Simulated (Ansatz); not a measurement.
AlCr₂C in space group P6_3/mmc (No. 194; Al on 2d, Cr on 4f, C on 2a) at seven volumes, the program Ansatz at the LDA level (PAW), shape and atoms relaxed at each. One row is withheld.

```
V (Å³/atom)  P (GPa)
-----------  -------
9.572              ?
9.888          15.05
10.203          6.96
10.519          0.02
10.834         -5.87
11.150        -10.90
11.465        -15.13
```

Q: Fit the shown pressures and predict the withheld one.

A: P = (3/2)B₀(x^(7/2) − x^(5/2))[1 + (3/4)(B′ − 4)(x − 1)] with x = (V₀/V)^(2/3). Least squares on the six rows gives V₀ = 10.520 Å³/atom, B₀ = 212 GPa, B′ = 4.37. At V = 9.572, x = 1.0650 and P = 24.62 GPa. The run itself gave 24.57 GPa.

The LDA relaxation kept the symmetry of its start; of distortions, only those at the zone centre were tested. The run is not spin-polarised.

Potentials: the later of the program's two PAW sets.
